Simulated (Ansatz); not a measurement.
# Calculated with Ansatz: Al₂CdAu₄, relaxation

Launch command:

```bash
ansatz run input.yaml --threads 2 --pin off --max-ram 3584MiB --backend cpu --events-out ev --progress --plain --runs-dir out
```

input.yaml:

```yaml
crystal:
  lattice:
    - [0.0, 5.50664, 0.0]
    - [5.50664, 0.0, 0.0]
    - [2.75332, 2.75332, -5.106804]
  atoms:
    - { symbol: Au, position: [0.37, 0.38, 0.74] }
    - { symbol: Au, position: [0.62, 0.11, 0.26] }
    - { symbol: Au, position: [0.89, 0.88, 0.74] }
    - { symbol: Au, position: [0.12, 0.63, 0.26] }
    - { symbol: Cd, position: [0.5, 0.5, 0.0] }
    - { symbol: Al, position: [0.75, 0.25, 0.5] }
    - { symbol: Al, position: [0.0, 0.0, 0.0] }
  symmetry: { tolerance: 0.0003 }
kpoints:
  mp_grid: { grid: [5, 5, 5], shift: [0, 0, 0] }
magnetization:
  spin_polarized: false
scf:
  occupations: { method: gaussian, width: 0.0404 }
  lower_state_search: "off"
hamiltonian:
  pseudopotentials: { kind: paw }
  xc: r2scan
basis:
  ecutwfc: 500
  fft_grid_basis: typed
relax:
  max_steps: 80
  cell: { p_target: 0.0 }
  f_tol: 0.03
output:
  forces: true
  stress: true
  eigenvalues: true
  bader: true
  populations: true
  elf: true
  write_potential: true
  volumetric_format: npy
  dos:
    e_range: [-12, 8]
    de: 0.05
    projected: { site_lists: { Al: [Al], Au: [Au], Cd: [Cd] } }
checkpoint:
  read: saved_state
```

Origin of the cell: a known structure type with other elements, at an estimated volume, so it need not be a known compound.

The saved state is a converged single point of the same cell.

Steps («new basis» is an SCF on plane waves selected anew at the same cell):

| step | ΔF (meV/atom) | max force component (eV/Å) | P (GPa) | volume (Å³) | SCF iterations | step was |
| --- | --- | --- | --- | --- | --- | --- |
| 1 | 0.0 | 2.478 | 17.50 | 154.85 | 7 | accepted |
| 2 | -349.8 | 0.990 | 2.17 | 167.05 | 10 | accepted |
| 3 | -498.0 | 0.723 | -1.62 | 161.47 | 11 | accepted |
| 4 | -564.7 | 0.529 | 0.36 | 152.29 | 10 | accepted |
| 5 | -567.9 | 0.252 | -1.18 | 155.11 | 9 | accepted |
| 6 | -573.5 | 0.077 | -0.60 | 153.65 | 8 | accepted |
| 7 | -576.3 | 0.109 | -0.07 | 152.60 | 7 | accepted |
| 8 | -583.7 | 0.226 | 0.82 | 150.92 | 9 | accepted |
| 9 | -586.9 | 0.259 | 1.06 | 150.16 | 8 | accepted |
| 10 | -512.6 | 1.038 | -0.91 | 157.19 | 9 | rejected |
| 11 | -590.4 | 0.036 | -0.22 | 152.22 | 13 | accepted |
| 12 | -590.6 | 0.006 | 0.04 | 151.80 | 5 | accepted |
| 13 | -590.6 | 0.001 | 0.00 | 151.87 | 6 | accepted |
| 14 | -591.0 | 0.001 | 0.00 | 151.87 | 8 | new basis |

Step 1, with forces in eV/Å:

```xyz
7
Lattice="0.000 5.507 0.000 5.507 0.000 0.000 2.753 2.753 -5.107" Properties=species:S:1:pos:R:3:forces:R:3 pbc="T T T" step=1
Au    4.130    4.075   -3.779   -0.075   -2.329    2.478
Au    1.322    4.130   -1.328   -2.329    0.075   -2.478
Au    6.883    6.938   -3.779    0.075    2.329    2.478
Au    4.185    1.377   -1.328    2.329   -0.075   -2.478
Cd    2.753    2.753    0.000    0.000    0.000    0.000
Al    2.753    5.507   -2.553    0.000    0.000    0.000
Al    0.000    0.000    0.000    0.000    0.000    0.000
```

Step 2, with forces in eV/Å:

```xyz
7
Lattice="0.000 5.660 0.000 5.660 0.000 0.000 2.830 2.830 -5.214" Properties=species:S:1:pos:R:3:forces:R:3 pbc="T T T" step=2
Au    4.251    4.055   -3.710    0.570   -0.850    0.990
Au    1.225    4.239   -1.504   -0.850   -0.570   -0.990
Au    7.069    7.265   -3.710   -0.570    0.850    0.990
Au    4.435    1.421   -1.504    0.850    0.570   -0.990
Cd    2.830    2.830    0.000    0.000    0.000    0.000
Al    2.830    5.660   -2.607    0.000    0.000    0.000
Al    0.000    0.000    0.000    0.000    0.000    0.000
```

Step 3, with forces in eV/Å:

```xyz
7
Lattice="0.000 5.594 0.000 5.594 0.000 0.000 2.797 2.797 -5.160" Properties=species:S:1:pos:R:3:forces:R:3 pbc="T T T" step=3
Au    4.292    3.891   -3.541    0.499   -0.661    0.723
Au    1.094    4.099   -1.619   -0.661   -0.499   -0.723
Au    6.896    7.298   -3.541   -0.499    0.661    0.723
Au    4.501    1.495   -1.619    0.661    0.499   -0.723
Cd    2.797    2.797    0.000    0.000    0.000    0.000
Al    2.797    5.594   -2.580    0.000    0.000    0.000
Al    0.000    0.000    0.000    0.000    0.000    0.000
```

Step 4, with forces in eV/Å:

```xyz
7
Lattice="0.000 5.477 0.000 5.477 0.000 0.000 2.739 2.739 -5.076" Properties=species:S:1:pos:R:3:forces:R:3 pbc="T T T" step=4
Au    4.293    3.692   -3.359   -0.384    0.168   -0.529
Au    0.953    3.923   -1.718    0.168    0.384    0.529
Au    6.662    7.263   -3.359    0.384   -0.168   -0.529
Au    4.524    1.554   -1.718   -0.168   -0.384    0.529
Cd    2.739    2.739    0.000    0.000    0.000    0.000
Al    2.739    5.477   -2.538    0.000    0.000    0.000
Al    0.000    0.000    0.000    0.000    0.000    0.000
```

Step 5, with forces in eV/Å:

```xyz
7
Lattice="0.000 5.502 0.000 5.502 0.000 0.000 2.751 2.751 -5.123" Properties=species:S:1:pos:R:3:forces:R:3 pbc="T T T" step=5
Au    4.278    3.738   -3.439    0.183   -0.252    0.179
Au    0.987    3.975   -1.684   -0.252   -0.183   -0.179
Au    6.726    7.267   -3.439   -0.183    0.252    0.179
Au    4.516    1.527   -1.684    0.252    0.183   -0.179
Cd    2.751    2.751    0.000    0.000    0.000    0.000
Al    2.751    5.502   -2.562    0.000    0.000    0.000
Al    0.000    0.000    0.000    0.000    0.000    0.000
```

Step 6, with forces in eV/Å:

```xyz
7
Lattice="0.000 5.467 0.000 5.467 0.000 0.000 2.733 2.733 -5.141" Properties=species:S:1:pos:R:3:forces:R:3 pbc="T T T" step=6
Au    4.262    3.687   -3.443    0.040   -0.077   -0.009
Au    0.954    3.938   -1.698   -0.077   -0.040    0.009
Au    6.671    7.246   -3.443   -0.040    0.077   -0.009
Au    4.513    1.528   -1.698    0.077    0.040    0.009
Cd    2.733    2.733    0.000    0.000    0.000    0.000
Al    2.733    5.467   -2.571    0.000    0.000    0.000
Al    0.000    0.000    0.000    0.000    0.000    0.000
```

Step 7, with forces in eV/Å:

```xyz
7
Lattice="0.000 5.409 0.000 5.409 0.000 0.000 2.705 2.705 -5.216" Properties=species:S:1:pos:R:3:forces:R:3 pbc="T T T" step=7
Au    4.225    3.621   -3.500   -0.045    0.052   -0.109
Au    0.916    3.888   -1.716    0.052    0.045    0.109
Au    6.593    7.197   -3.500    0.045   -0.052   -0.109
Au    4.493    1.521   -1.716   -0.052   -0.045    0.109
Cd    2.705    2.705    0.000    0.000    0.000    0.000
Al    2.705    5.409   -2.608    0.000    0.000    0.000
Al    0.000    0.000    0.000    0.000    0.000    0.000
```

Step 8, with forces in eV/Å:

```xyz
7
Lattice="0.000 5.265 0.000 5.265 0.000 0.000 2.632 2.632 -5.445" Properties=species:S:1:pos:R:3:forces:R:3 pbc="T T T" step=8
Au    4.128    3.473   -3.686   -0.205    0.226   -0.100
Au    0.840    3.769   -1.758    0.226    0.205    0.100
Au    6.402    7.057   -3.686    0.205   -0.226   -0.100
Au    4.424    1.496   -1.758   -0.226   -0.205    0.100
Cd    2.632    2.632    0.000    0.000    0.000    0.000
Al    2.632    5.265   -2.722    0.000    0.000    0.000
Al    0.000    0.000    0.000    0.000    0.000    0.000
```

Step 9, with forces in eV/Å:

```xyz
7
Lattice="0.000 5.136 0.000 5.136 0.000 0.000 2.568 2.568 -5.693" Properties=species:S:1:pos:R:3:forces:R:3 pbc="T T T" step=9
Au    4.019    3.361   -3.877   -0.230    0.259   -0.003
Au    0.793    3.684   -1.816    0.259    0.230    0.003
Au    6.252    6.910   -3.877    0.230   -0.259   -0.003
Au    4.342    1.452   -1.816   -0.259   -0.230    0.003
Cd    2.568    2.568    0.000    0.000    0.000    0.000
Al    2.568    5.136   -2.847    0.000    0.000    0.000
Al    0.000    0.000    0.000    0.000    0.000    0.000
```

Step 11, with forces in eV/Å:

```xyz
7
Lattice="0.000 5.173 0.000 5.173 0.000 0.000 2.587 2.587 -5.688" Properties=species:S:1:pos:R:3:forces:R:3 pbc="T T T" step=11
Au    4.042    3.424   -3.866    0.008   -0.036    0.001
Au    0.837    3.717   -1.822   -0.036   -0.008   -0.001
Au    6.304    6.923   -3.866   -0.008    0.036    0.001
Au    4.336    1.456   -1.822    0.036    0.008   -0.001
Cd    2.587    2.587    0.000    0.000    0.000    0.000
Al    2.587    5.173   -2.844    0.000    0.000    0.000
Al    0.000    0.000    0.000    0.000    0.000    0.000
```

Step 14, with forces in eV/Å:

```xyz
7
Lattice="0.000 5.181 0.000 5.181 0.000 0.000 2.590 2.590 -5.658" Properties=species:S:1:pos:R:3:forces:R:3 pbc="T T T" step=14
Au    4.047    3.424   -3.844    0.001    0.001    0.000
Au    0.834    3.724   -1.814    0.001   -0.001    0.000
Au    6.314    6.937   -3.844   -0.001   -0.001    0.000
Au    4.347    1.457   -1.814   -0.001    0.001    0.000
Cd    2.590    2.590    0.000    0.000    0.000    0.000
Al    2.590    5.181   -2.829    0.000    0.000    0.000
Al    0.000    0.000    0.000    0.000    0.000    0.000
```

```yaml
Free_energy_lowered_by: 591.0 meV/atom
Volume_change: -1.93 %
Final_pressure: 0.00 GPa
Relaxation_steps_listed: 14
Formation_energy_elements_under_the_same_functional_gases_as_molecules_uncorrected: -0.123 eV/atom
```

Caveats: no spin-orbit coupling, though heavy elements are present; the relaxation held the start's symmetry, so the end may be a saddle point.

The run took 6.3 min on 2 threads of Arm Neoverse V2 (shared host), peak memory 0.88 GiB, from a saved density.
